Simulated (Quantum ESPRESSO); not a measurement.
Empty bands for a GW run on NH₄F (space group P6_3mc, No. 186): 217 bands on a 3×3×2 mesh, LDA, PseudoDojo standard norm-conserving files, scalar-relativistic, Quantum ESPRESSO. The input, in which only the diagonalization keyword changes:

```
&CONTROL
  calculation = 'nscf'
  pseudo_dir = './pseudo'
  outdir = './out'
/
&SYSTEM
  ibrav = 0
  nat = 12
  ntyp = 3
  ecutwfc = 84.0
  ecutrho = 336.0
  occupations = 'fixed'
  force_symmorphic = .true.
  nbnd = 217
/
&ELECTRONS
  conv_thr = 1.2000000000000002e-08
  diago_full_acc = .true.
  diago_thr_init = 1e-08
  diagonalization = 'david'
/
ATOMIC_SPECIES
H 1.0080 H.upf
N 14.0070 N.upf
F 18.9984 F.upf
CELL_PARAMETERS angstrom
  4.407669917000   0.000000000000   0.000000000000
 -2.203834959000   3.817154120000   0.000000000000
  0.000000000000   0.000000000000   7.136320000000
ATOMIC_POSITIONS crystal
H   0.537874500000   0.075749000000   0.923070000000
H   0.462125500000   0.537874500000   0.423070000000
H   0.924251000000   0.462125500000   0.923070000000
H   0.462125500000   0.924251000000   0.423070000000
H   0.537874500000   0.462125500000   0.923070000000
H   0.075749000000   0.537874500000   0.423070000000
H   0.333333333000   0.666666667000   0.228630000000
H   0.666666667000   0.333333333000   0.728630000000
N   0.333333333000   0.666666667000   0.374710000000
N   0.666666667000   0.333333333000   0.874710000000
F   0.333333333000   0.666666667000   0.997640000000
F   0.666666667000   0.333333333000   0.497640000000
K_POINTS automatic
3 3 2 0 0 0
```

```csv
diagonalization,mean iterations per k point,rough time,largest change of an eigenvalue (eV)
david,20,1,–
cg,45,about 9×,2e-06
paro,14,within a factor of two,2e-08
```

An iteration means different work in each solver, so the counts don't rank them. Times are rough ratios from shared machines.

Geometry of the Materials Project entry, not relaxed at this level.
